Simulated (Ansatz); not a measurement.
With LDA (plane waves, PAW; program Ansatz), LiTaO$_{3}$ in the tetragonal phase (P4mm; Ta on 1b, Li on 1a, O on 1b, O on 2c) relaxes to a = 3.894 Å, c = 3.958 Å. Its formation energy from the elements is -2.75 eV/atom, with no fitted shifts.

The Kohn–Sham gap is 2.13 eV (indirect). The valence maximum lies on the R–A line, 2 % of the way from R and the conduction minimum at Γ. Electrons at the band edge weigh 0.30, 0.30, 13 mₑ (principal values).

The bulk modulus is 167 GPa. The relaxed-ion elastic constants in GPa are C11 = 371, C12 = 44.0, C13 = 110, C33 = 295, C44 = 48.5, C66 = 102. The elastic constants imply a Debye temperature near 516 K. Perturbation theory gives ε∞ = 4.56 (xx = yy), 4.43 (zz). Letting the ions move raises it to ε0 = 37.2 (xx = yy), 15.1 (zz). Born charges are Ta +7.40, Li +1.06, O -2.91 to -2.65 e. The phonon dispersion is unstable, down to 72i cm⁻¹. Without the LO–TO term the highest mode at Γ lies at 703 cm^-1.

The start of the workflow was typed in or built on a structure type; neither database checked (COD, Materials Project) lists it. It is not the phase usual at ambient conditions (space group No. 161). Symmetry was held in the LDA relaxation. No spin polarisation was allowed. The references are the lowest solids computed at this level, not always the standard phases (solids in place of the gases). Scalar-relativistic: spin–orbit coupling is off unless named, which matters more the heavier the elements.

Potentials: the earlier of the program's two PAW sets.
